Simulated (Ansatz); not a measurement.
With PBEsol (plane waves, PAW; program Ansatz), Ba in the diamond structure (Fd-3m) relaxes to a = 7.404 Å.

Electronic character: metallic (no gap). Gap from PBEsol with spin–orbit coupling: none (metallic).

An equation-of-state fit gives a bulk modulus of 14.4 GPa. The relaxed-ion elastic constants in GPa are C11 = 5.9, C12 = 18.6, C44 = -15.5. The highest mode at Γ lies at 119 cm⁻¹.

The start of the workflow was typed in or built on a structure type; neither database checked (COD, Materials Project) lists it. It is not the phase usual at ambient conditions (space group No. 229). The PBEsol relaxation kept the symmetry of its start. At this level the phase is mechanically unstable. The volume moved by -49 % from the start of the relaxation. As this level gives no gap, shear constants depend on the k-mesh and smearing (Fermi–Dirac, 0.1 eV here). As this level gives no gap, phonon frequencies hold no LO–TO term and depend on the k-mesh and smearing (Fermi–Dirac, 0.1 eV here). Spin–orbit coupling is left out wherever it is not named.

Potentials: the later of the program's two PAW sets.
